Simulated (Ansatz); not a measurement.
One crystal and one scan (scan of one atom of the cell) at two levels, PBE (plane waves to 420 eV, PAW, scalar-relativistic; Ansatz, a first-principles code) and r2SCAN (plane waves to 500 eV, PAW, scalar-relativistic; Ansatz), each from its own relaxed cell and on its own mesh. The cell shown is that of PBE.

Starting cell, HfN (rock salt):

```yaml
crystal:
  lattice:
    - [0.00000, 4.54802, 4.54802]
    - [2.27401, 0.00000, 2.27401]
    - [2.27401, 2.27401, 0.00000]
  atoms:
    - { symbol: N, position: [0.00000, 0.00000, 0.00000] }
    - { symbol: N, position: [0.50000, 0.00000, 0.00000] }
    - { symbol: Hf, position: [0.25000, 0.50000, 0.50000] }
    - { symbol: Hf, position: [0.75000, 0.50000, 0.50000] }
```

Scan: atom 3 (Hf, nearest neighbour N at 2.274 Å; its periodic images, 3.2 Å or more away, move with it) is displaced towards the nearest neighbour, direction (-1.000, 0.000, 0.000) in Cartesian axes, by s. The other atoms stay.

Energies are smeared free energies. HfN is run without spin polarisation. HfN was relaxed with its symmetry unable to fall. Spin-orbit coupling is left out, though Hf is heavy. The PAW data are Ansatz's earlier set. With partly filled bands, energies and forces of such displacements shift with the k mesh and the smearing. Both scans cover s from -0.230 to 0.230 Å.

ΔE (meV/cell), each from the undisplaced structure of its own level:

```csv
s (Å),PBE,r2SCAN
-0.230,308,315
-0.184,189,withheld
-0.138,103,105
-0.092,45,46
-0.046,11,11
0.000,0,0
0.046,11,11
0.092,45,46
0.138,103,105
0.184,189,withheld
0.230,308,315
```

**Question.** Estimate the r2SCAN value at -0.184 from the PBE value there and the ratio of the two levels in the two nearest given rows on that side of the minimum.

**Answer.** At -0.138 and -0.230 the ratio r2SCAN/PBE averages 1.021, which gives 1.021 × 189 = 193 meV/cell. The calculation gives 193 meV/cell, +2.1 % against PBE.

(For displaced atoms, the force is minus the slope of the energy, and its curvature is a force constant, which sets phonon frequencies.)
